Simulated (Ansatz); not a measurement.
Ansatz (a first-principles code) input:

Ansatz 0.2 input:
```yaml
crystal:
  lattice:
    - [4.1751148396, 0.0, 0.0]
    - [-2.0875574198, 3.6157555148, 0.0]
    - [0.0, 0.0, 9.5783015366]
  atoms:
    - { symbol: Hg, position: [0.0, 0.6641832725, 0.3333333333] }
    - { symbol: Hg, position: [0.3358167275, 0.3358167275, 0.0] }
    - { symbol: Hg, position: [0.6641832725, 0.0, 0.6666666667] }
    - { symbol: Se, position: [0.0, 0.5376051955, 0.8333333333] }
    - { symbol: Se, position: [0.4623948045, 0.4623948045, 0.5] }
    - { symbol: Se, position: [0.5376051955, 0.0, 0.1666666667] }
kpoints:
  mp_grid: { grid: [6, 6, 3] }
  band_path:
    path:
      - [[0.0, 0.0, 0.0], [0.5, 0.0, 0.0], [0.3333333333, 0.3333333333, 0.0], [0.0, 0.0, 0.0], [0.0, 0.0, 0.5], [0.5, 0.0, 0.5], [0.3333333333, 0.3333333333, 0.5], [0.0, 0.0, 0.5]]  # Γ-M-K-Γ-A-L-H-A
      - [[0.5, 0.0, 0.5], [0.5, 0.0, 0.0]]  # L-M
      - [[0.3333333333, 0.3333333333, 0.5], [0.3333333333, 0.3333333333, 0.0]]  # H-K
      - [VBM, CBM]
    npoints: 8
basis: { xc_grid: 2 }
hamiltonian:
  xc: lda
  pseudopotentials: { kind: paw }
magnetization: { noncollinear: true, spin_orbit: true }
scf:
  n_extra_bands: 12
  convergence: { dr2_threshold: 0.0000000001 }
  occupations: { method: gaussian, width: 0.01 }
checkpoint: { write: soc.run }
output: { eigenvalues: true }
```

Output (shortened):

```
Pseudopotentials: kind: paw_fr
Pseudopotential: Hg, paw_fr, valence charge 20
Pseudopotential: Se, paw_fr, valence charge 16
Functional definition: SPW92
non-collinear run that drives no moment, with spin-orbit …
Crystal: 6 atoms, lattice volume = 144.596 Å³
Basis set: ecut = 420 eV, 2787 PW (Γ), exchange–correlation on 60×60×144 points (8 copies of the dense FFT grid, shifted against one another)
Bands: 120, of which v1, the nominal top of the filled ones, is band 108 counted from 1 (107 counted from 0)
Symmetry: 6 space group operations + 6 with time reversal
k-points: 17 of 108 (time reversal used)
Projection manifold: j_resolved (fully-relativistic pseudo-atomic orbitals)
PAW frozen core: Hg, regenerated for the run's functional, and the local potential with it
PAW frozen core: Se, regenerated for the run's functional, and the local potential with it
Initial density: superposition of atomic densities (chi_scale 0.1, normalization cell, long waves kept (reshape's long-wave potential 0.00 eV rms))
Initial wavefunctions: pseudopotential atomic-orbital guess
Eigensolver: davidson
Functional: x = slater, c = lda
SCF iter   1: F=—  HF=-56836.215376 eV  |F-HF|=—  |Δ(HF+E_count)|=         —  Δρ=3.01e-2  dr2=1.11e0  dr2_m=0.00e0 (ungated)  ethr=3.10e-3  |M|=0.00e0 ∫|m|=0.00e0 μB  |m|>n=0.0e0 m-floor=0.0e0 τ_xc=0.0e0  β_m=0.30  ⟨swp⟩=6.8  Hψ=9020  notcnv=0  defer=1
all-band conjugate gradients solve this SCF's bands
preconditioner: auto → Resta (q_TF=auto, 2.599 Å⁻¹)
spin=Noncollinear: Resta preconditioning applied to the charge; magnetization (m_x, m_y, m_z) channels mix plain (no charge-response kernel on spin).
SCF iter   2: F=—  HF=-56835.952977 eV  |F-HF|=—  |Δ(HF+E_count)|=   2.62e-1  Δρ=2.09e-2  dr2=4.79e-1  dr2_m=0.00e0 (ungated)  ethr=1.03e-3  |M|=0.00e0 ∫|m|=0.00e0 μB  |m|>n=0.0e0 m-floor=0.0e0 τ_xc=0.0e0  β_m=0.58  ⟨swp⟩=2.0  Hψ=2560  notcnv=0  defer=92
SCF iter   3: F=—  HF=-56835.776118 eV  |F-HF|=—  |Δ(HF+E_count)|=   1.77e-1  Δρ=5.43e-3  dr2=2.73e-2  dr2_m=0.00e0 (ungated)  ethr=4.44e-4  |M|=0.00e0 ∫|m|=0.00e0 μB  |m|>n=0.0e0 m-floor=0.0e0 τ_xc=0.0e0  β_m=0.71  ⟨swp⟩=3.0  Hψ=3065  notcnv=0  defer=92
SCF iter   4: F=—  HF=-56835.763456 eV  |F-HF|=—  |Δ(HF+E_count)|=   1.27e-2  Δρ=1.05e-3  dr2=1.04e-3  dr2_m=0.00e0 (ungated)  ethr=2.53e-5  |M|=0.00e0 ∫|m|=0.00e0 μB  |m|>n=0.0e0 m-floor=0.0e0 τ_xc=0.0e0  β_m=0.69  ⟨swp⟩=2.1  Hψ=3484  notcnv=0  defer=90
SCF iter   5: F=—  HF=-56835.763107 eV  |F-HF|=—  |Δ(HF+E_count)|=   3.49e-4  Δρ=3.72e-4  dr2=1.45e-4  dr2_m=0.00e0 (ungated)  ethr=9.65e-7  |M|=0.00e0 ∫|m|=0.00e0 μB  |m|>n=0.0e0 m-floor=0.0e0 τ_xc=0.0e0  β_m=0.84  ⟨swp⟩=2.0  Hψ=3798  notcnv=0  defer=90
SCF iter   6: F=—  HF=-56835.763111 eV  |F-HF|=—  |Δ(HF+E_count)|=   3.94e-6  Δρ=6.77e-5  dr2=9.69e-6  dr2_m=0.00e0 (ungated)  ethr=1.34e-7  |M|=0.00e0 ∫|m|=0.00e0 μB  |m|>n=0.0e0 m-floor=0.0e0 τ_xc=0.0e0  β_m=0.87  ⟨swp⟩=2.2  Hψ=3526  notcnv=0  defer=90
SCF iter   7: F=—  HF=-56835.762898 eV  |F-HF|=—  |Δ(HF+E_count)|=   2.13e-4  Δρ=1.82e-5  dr2=4.93e-7  dr2_m=0.00e0 (ungated)  ethr=8.97e-9  |M|=0.00e0 ∫|m|=0.00e0 μB  |m|>n=0.0e0 m-floor=0.0e0 τ_xc=0.0e0  β_m=0.94  ⟨swp⟩=2.0  Hψ=3378  notcnv=0  defer=90
SCF iter   8: F=—  HF=-56835.762898 eV  |F-HF|=—  |Δ(HF+E_count)|=   8.34e-8  Δρ=2.94e-6  dr2=1.87e-8  dr2_m=0.00e0 (ungated)  ethr=4.57e-10  |M|=0.00e0 ∫|m|=0.00e0 μB  |m|>n=0.0e0 m-floor=0.0e0 τ_xc=0.0e0  β_m=0.97  ⟨swp⟩=2.0  Hψ=2157  notcnv=0  defer=90
SCF iter  10: F=-56835.762898 eV  HF=-56835.762898 eV  |F-HF|=5.09e-11  |Δ(HF+E_count)|=  9.46e-11  Δρ=1.72e-7  dr2=4.61e-11  dr2_m=0.00e0 (ungated)  ethr=1.00e-12  |M|=0.00e0 ∫|m|=0.00e0 μB  |m|>n=0.0e0 m-floor=0.0e0 τ_xc=0.0e0  ⟨swp⟩=6.3  Hψ=7762  notcnv=0
SCF 1 converged in 10 iterations: F = -56835.762898 eV  dr2 = 4.61e-11
NSCF: frozen V_eff on 34 k-points
NSCF: frozen V_eff on 34 k-points
NSCF: frozen V_eff on 34 k-points
NSCF: frozen V_eff on 33 k-points
NSCF: frozen V_eff on 22 k-points
NSCF: frozen V_eff on 28 k-points
NSCF: frozen V_eff on 23 k-points
NSCF: frozen V_eff on 14 k-points
NSCF: frozen V_eff on 24 k-points
NSCF: frozen V_eff on 15 k-points
NSCF: frozen V_eff on 22 k-points
NSCF: frozen V_eff on 18 k-points
NSCF: frozen V_eff on 10 k-points
NSCF: frozen V_eff on 7 k-points
NSCF: frozen V_eff on 19 k-points
NSCF: frozen V_eff on 11 k-points
NSCF: frozen V_eff on 10 k-points
NSCF: frozen V_eff on 17 k-points
NSCF: frozen V_eff on 5 k-points
NSCF: frozen V_eff on 3 k-points
NSCF: frozen V_eff on 14 k-points
NSCF: frozen V_eff on 6 k-points
NSCF: frozen V_eff on 5 k-points
NSCF: frozen V_eff on 84 k-points
SCF converged after 10 iterations
Magnetization: |M| = 0.0000 μB,  M = (+0.0000, +0.0000, +0.0000) μB
Absolute magnetization: 0.0000 μB (∫|m|)
  site 0: m = (+0.0000, +0.0000, +0.0000) μB, |m| = 0.0000 μB  (R = 1.04 Å)
  site 1: m = (+0.0000, +0.0000, +0.0000) μB, |m| = 0.0000 μB  (R = 1.04 Å)
  site 2: m = (+0.0000, +0.0000, +0.0000) μB, |m| = 0.0000 μB  (R = 1.04 Å)
  site 3: m = (+0.0000, +0.0000, +0.0000) μB, |m| = 0.0000 μB  (R = 1.04 Å)
  site 4: m = (+0.0000, +0.0000, +0.0000) μB, |m| = 0.0000 μB  (R = 1.04 Å)
  site 5: m = (+0.0000, +0.0000, +0.0000) μB, |m| = 0.0000 μB  (R = 1.04 Å)
Free energy (F): -56835.762898 eV
Harris-Foulkes:  -56835.762898 eV  (|F-HF|=5.09e-11)
Internal energy: -56835.762898 eV  (E = F + TS)
E sigma→0 (E₀):  -56835.762898 eV
Fermi energy:    11.083420 eV
--- Per-component energies (eV) ---
  E_band       = -2432.672009
  E_kinetic    = 2170.862930
  E_local      = -15289.828005  (includes V_loc(G=0)·N_el)
  E_nonlocal   = -1569.529457
  E_hartree    = 7010.360824
  E_xc         = -969.030709
  E_vxc        = -1083.350083  (∫ρ·V_xc dr)
  E_paw        = -34532.574024  (= ΣΔE_a)
  E_vpaw       = -681.550104  (= ΣTr[D̂ρ^β])
  E_aug_tail   = 0.000572  (compensation charges beyond the density's cutoff)
  E_ewald      = -13664.453471
  E_core_change = 8.428442  (= ΣΔE_core)
  E_smearing   =  0.000000  (= −TS)
  E_closure    = 0.000000  (closes the sum)
  Σ components = -56835.762898   (vs F -56835.762898, Δ=0.00e0)
  [band-id]    e_kinetic+e_local+e_nonlocal+2·e_hartree+e_vxc+e_vpaw+e_augmentation_tail = -2432.672499   (vs E_band -2432.672009, Δ=-4.90e-4)
--- Band table (eV; the first three rows and the last of 17) ---
  k-point 0: bands = ["-103.6905", "-103.6905", "-103.6905", "-103.6905", "-103.6905", "-103.6905", "-65.8030", "-65.8030", "-65.8030", "-65.8030", "-65.8028", "-65.8028", "-47.3702", "-47.3702", "-47.3701", "-47.3701", "-47.3696", "-47.3696", "-47.2619", "-47.2619", "-47.2617", "-47.2617", "-47.2614", "-47.2614", "-37.4168", "-37.4168", "-37.4165", "-37.4165", "-37.4163", "-37.4163", "-37.3440", "-37.3440", "-37.3440", "-37.3440", "-37.3439", "-37.3439", "-36.5326", "-36.5326", "-36.5324", "-36.5324", "-36.5322", "-36.5322", "-36.4777", "-36.4777", "-36.4776", "-36.4776", "-36.4776", "-36.4776", "-36.4373", "-36.4373", "-36.4373", "-36.4373", "-36.4372", "-36.4372", "-3.0733", "-3.0733", "-2.2139", "-2.2139", "-2.2054", "-2.2054", "2.7197", "2.7197", "2.7466", "2.7466", "2.9329", "2.9329", "3.1585", "3.1585", "3.2582", "3.2582", "3.2784", "3.2784", "4.0336", "4.0336", "4.1240", "4.1240", "4.6258", "4.6258", "4.7132", "4.7132", "4.8234", "4.8234", "4.8639", "4.8639", "5.0624", "5.0624", "5.1220", "5.1220", "5.2010", "5.2010", "6.1860", "6.1860", "6.2750", "6.2750", "8.8996", "8.8996", "9.1317", "9.1317", "9.3217", "9.3217", "9.4956", "9.4956", "10.4558", "10.4558", "10.6914", "10.6914", "10.8020", "10.8020", "11.3352", "11.3352", "13.3079", "13.3079", "13.3197", "13.3197", "15.1110", "15.1110", "15.1178", "15.1178", "15.8905", "15.8905"]
  k-point 1: bands = ["-103.6905", "-103.6905", "-103.6905", "-103.6905", "-103.6905", "-103.6905", "-65.8030", "-65.8030", "-65.8029", "-65.8029", "-65.8029", "-65.8029", "-47.3704", "-47.3703", "-47.3700", "-47.3698", "-47.3697", "-47.3696", "-47.2620", "-47.2619", "-47.2617", "-47.2615", "-47.2615", "-47.2614", "-37.4168", "-37.4167", "-37.4167", "-37.4165", "-37.4163", "-37.4162", "-37.3440", "-37.3440", "-37.3440", "-37.3439", "-37.3439", "-37.3439", "-36.5326", "-36.5326", "-36.5325", "-36.5323", "-36.5323", "-36.5322", "-36.4777", "-36.4777", "-36.4777", "-36.4777", "-36.4776", "-36.4776", "-36.4373", "-36.4373", "-36.4372", "-36.4372", "-36.4372", "-36.4372", "-2.9604", "-2.9568", "-2.6435", "-2.6366", "-1.8689", "-1.8644", "2.5293", "2.5597", "2.8361", "2.8746", "2.8908", "2.9341", "3.1578", "3.2061", "3.2086", "3.2482", "3.2922", "3.2974", "3.7903", "3.8068", "4.3281", "4.5055", "4.5325", "4.6772", "4.7190", "4.7561", "4.7767", "4.7962", "4.8544", "4.8915", "5.0538", "5.0874", "5.1344", "5.1494", "5.1707", "5.1972", "6.0082", "6.0525", "6.8267", "6.8664", "7.9231", "7.9329", "9.2733", "9.3241", "9.3483", "9.4373", "9.4826", "9.5065", "10.6637", "10.6855", "10.7704", "10.7718", "10.7975", "10.8316", "11.7838", "11.7896", "12.7921", "12.7992", "13.1377", "13.1397", "14.9211", "14.9404", "15.6049", "15.7066", "15.7903", "16.2326"]
  k-point 2: bands = ["-103.6905", "-103.6905", "-103.6905", "-103.6905", "-103.6905", "-103.6905", "-65.8030", "-65.8030", "-65.8030", "-65.8030", "-65.8029", "-65.8029", "-47.3704", "-47.3702", "-47.3701", "-47.3701", "-47.3697", "-47.3697", "-47.2621", "-47.2619", "-47.2618", "-47.2618", "-47.2615", "-47.2615", "-37.4168", "-37.4168", "-37.4165", "-37.4165", "-37.4163", "-37.4163", "-37.3440", "-37.3440", "-37.3440", "-37.3440", "-37.3439", "-37.3439", "-36.5326", "-36.5326", "-36.5325", "-36.5324", "-36.5322", "-36.5322", "-36.4777", "-36.4777", "-36.4776", "-36.4776", "-36.4776", "-36.4776", "-36.4373", "-36.4373", "-36.4372", "-36.4372", "-36.4372", "-36.4372", "-2.9193", "-2.9174", "-2.1858", "-2.1809", "-2.1493", "-2.1443", "2.7078", "2.7303", "2.7362", "2.7728", "2.9691", "3.0441", "3.1867", "3.1911", "3.2450", "3.2580", "3.2933", "3.3050", "4.0353", "4.0670", "4.1541", "4.2419", "4.6205", "4.6845", "4.7260", "4.7605", "4.7971", "4.8411", "4.9139", "4.9237", "5.0319", "5.0367", "5.1226", "5.1634", "5.2005", "5.2384", "6.2153", "6.2345", "6.3955", "6.4022", "7.5443", "7.5458", "8.4170", "8.5115", "9.2265", "9.3036", "9.5204", "9.6071", "9.7937", "9.9021", "10.3643", "10.3749", "10.6696", "10.7231", "11.9694", "11.9877", "13.3466", "13.3832", "14.0284", "14.0440", "14.2238", "14.2836", "15.0120", "15.1062", "16.0492", "16.1676"]
  k-point 16: bands = ["-103.6905", "-103.6905", "-103.6905", "-103.6905", "-103.6905", "-103.6905", "-65.8030", "-65.8030", "-65.8030", "-65.8030", "-65.8030", "-65.8030", "-47.3706", "-47.3706", "-47.3705", "-47.3702", "-47.3701", "-47.3701", "-47.2623", "-47.2623", "-47.2622", "-47.2619", "-47.2618", "-47.2618", "-37.4167", "-37.4167", "-37.4166", "-37.4165", "-37.4164", "-37.4163", "-37.3440", "-37.3440", "-37.3440", "-37.3439", "-37.3439", "-37.3439", "-36.5326", "-36.5326", "-36.5324", "-36.5323", "-36.5322", "-36.5322", "-36.4777", "-36.4777", "-36.4776", "-36.4776", "-36.4775", "-36.4775", "-36.4373", "-36.4373", "-36.4372", "-36.4372", "-36.4371", "-36.4371", "-2.1838", "-2.1834", "-2.1246", "-2.1240", "-1.9969", "-1.9964", "2.6468", "2.6619", "2.9907", "3.0188", "3.1421", "3.1697", "3.2685", "3.3147", "3.3452", "3.3510", "3.4121", "3.4345", "4.0120", "4.1132", "4.3101", "4.4591", "4.6235", "4.6558", "4.7799", "4.8404", "4.8696", "4.9496", "4.9556", "4.9641", "5.0991", "5.1866", "5.2628", "5.2667", "5.2953", "5.3115", "5.9437", "5.9732", "6.1754", "6.2546", "6.3791", "6.4458", "7.4588", "7.4749", "7.6739", "7.7502", "8.4423", "8.4728", "8.5762", "8.6235", "8.6715", "8.7255", "10.0753", "10.1787", "12.7600", "12.8560", "12.9709", "12.9946", "13.6323", "13.7065", "15.4316", "15.4414", "15.4623", "15.5320", "15.6801", "15.7691"]
  band table: 120 of 120 bands, residual norms ≤ 1.0e-3 eV
```

Cost: very roughly 17 core-minutes on shared cores.

Space group P3_221. The first step of the workflow began from a Materials Project structure, measured or hypothetical; the Crystallography Open Database copy checked does not list it. COD files the formula under space group No. 216. Whether it is the stable phase at ambient conditions was not checked. The cell was relaxed with LDA under the symmetry of its start; whether a distortion lowers the energy is not shown. A crystal of weakly bound chains computed without a dispersion correction: the cell and the soft elastic constants depend strongly on that.

Potentials: the later of the program's two PAW sets.

Ansatz is a plane-wave DFT program.
